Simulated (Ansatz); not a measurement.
Rb:
```xyz
2
Lattice="-4.4568 4.4568 2.4295 4.4568 -4.4568 2.4295 4.4568 4.4568 -2.4295" Properties=species:S:1:pos:R:3 pbc="T T T"
Rb     0.0000     4.4568     1.2147
Rb     0.0000     0.0000     0.0000
```

Relaxed with r²SCAN. Special points in fractions of this cell's reciprocal vectors: Γ (0.000, 0.000, 0.000); X (0.000, 0.000, 0.500); M (-0.500, 0.500, 0.500); Z (0.324, 0.324, -0.324); Z0 (-0.324, 0.676, 0.324); P (0.250, 0.250, 0.250); N (0.000, 0.500, 0.000).

Q: List the band energies nearest the Fermi level at these points for DFT-r²SCAN in the program Ansatz with PAW potentials.

A: In eV from the Fermi level; about four levels below and three above (degenerate sets whole), none deeper than 8.9 eV; points with the same levels are listed once.

```json
[
 {"k": "Γ", "below": "-2.02", "above": "0.93 2.02 2.49 2.49"},
 {"k": "X", "below": "-0.85 -0.85", "above": "2.40 2.40 2.60 2.60"},
 {"k": "M", "below": "–", "above": "0.08 0.08 0.28 0.28"},
 {"k": "Z", "below": "–", "above": "0.72 0.72 0.84"},
 {"k": "P", "below": "–", "above": "0.66 0.66 0.84 0.84"},
 {"k": "N", "below": "–", "above": "0.25 0.41 1.18"}
]
```

Space group I4_1/amd (β-Sn type). A made-up cell: these elements were put on the sites of a structure type; the Crystallography Open Database copy checked does not list it. It is not the phase usual at ambient conditions (space group No. 229). The r²SCAN relaxation kept the symmetry of its start; of distortions, only those at the zone centre were tested. Spin–orbit coupling is left out wherever it is not named.

Potentials: the later of the program's two PAW sets.
